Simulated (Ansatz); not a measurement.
An Ansatz (a program for electronic structure) input:

Ansatz 0.2 input:
```yaml
crystal:
  lattice:
    - [3.9801543457, 0.0, 0.0]
    - [0.0, 3.9801543457, 0.0]
    - [0.0, 0.0, 3.9801543457]
  atoms:
    - { symbol: Tl, position: [0.0, 0.0, 0.0] }
    - { symbol: Br, position: [0.5, 0.5, 0.5] }
kpoints:
  mp_grid: { grid: [5, 5, 5] }
hamiltonian:
  xc: hse06
  pseudopotentials: { kind: paw }
scf:
  n_extra_bands: 6
  occupations: { method: fixed }
output:
  eigenvalues: true
  eigenstates:
    e_range: [-9.0, 10.8]
    kpoints:
      - [0.0, 0.0, 0.5]  # VBM
      - [0.0, 0.0, 0.5]  # CBM
      - [0.0, 0.0, 0.0]  # GAMMA
      - [0.5, 0.5, 0.5]  # R
      - [0.5, 0.5, 0.0]  # M
      - [0.0, 0.5, 0.0]  # X
```

### Question
How many symmetry operations and irreducible k-points will the run report?

### Answer
48 operations, 10 of 125 k-points.

### Question
With a cutoff of 420 eV, how many plane waves at Γ?

### Answer
1237.

It took very roughly 90 core-seconds on shared server cores.

The points marked VBM and CBM come from a semilocal run.

Space group Pm-3m (CsCl type). Symmetry was held in the PBE+D3(BJ) relaxation; phonons on a q-mesh show no instability. Spin–orbit coupling is left out wherever it is not named.

Potentials: the later of the program's two PAW sets.

Ansatz is a plane-wave DFT program.
